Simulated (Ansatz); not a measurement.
Relaxed-ion elastic tensor of NaF in space group P6_3/mmc (No. 194; Na on 2d, F on 2c) in GPa (Voigt order), PBEsol (plane waves, PAW; program Ansatz); density 2.32 g/cm³, 15.04 Å³ per atom.

```
50.6  40.8  18.2   0.0   0.0   0.0
40.8  50.6  18.2   0.0   0.0   0.0
18.2  18.2  91.7   0.0   0.0   0.0
 0.0   0.0   0.0  22.2   0.0   0.0
 0.0   0.0   0.0   0.0  22.2   0.0
 0.0   0.0   0.0   0.0   0.0   4.9
```

**Question.** Is the crystal mechanically stable?

**Answer.** Yes: the smallest eigenvalue of C is 4.9 GPa.

**Question.** Work out the Voigt, Reuss and Hill averages.

**Answer.** K_V = 38.6, K_R = 38.2, K_H = 38.4; G_V = 17.6, G_R = 9.4, G_H = 13.5 GPa.

**Question.** Give Young's modulus, Poisson's ratio, Pugh's ratio and the universal anisotropy index.

**Answer.** E = 9KG/(3K + G) = 36.2 GPa; ν = 0.34; K/G = 2.85 (ductile by the Pugh limit of 1.75); A_U = 5G_V/G_R + K_V/K_R − 6 = 4.35.

**Question.** Estimate the sound speeds and the Debye temperature.

**Answer.** v_l = √((K + 4G/3)/ρ) = 4930 m/s, v_t = √(G/ρ) = 2410 m/s, mean 2710 m/s; Θ = (h/k)(3n/4πV)^(1/3) v_m = 327 K.

**Question.** How much does each axis shrink under pressure?

**Answer.** Linear compressibilities β_i = Σ_j S_ij (j = 1 to 3): x 9.5, y 9.5, z 7.1 per TPa.

The start of the workflow was typed in or built on a structure type; neither database checked (COD, Materials Project) lists it. It is not the phase usual at ambient conditions (space group No. 225). The cell was relaxed with PBEsol under the symmetry of its start; phonons on a q-mesh show no instability.

Potentials: the later of the program's two PAW sets.
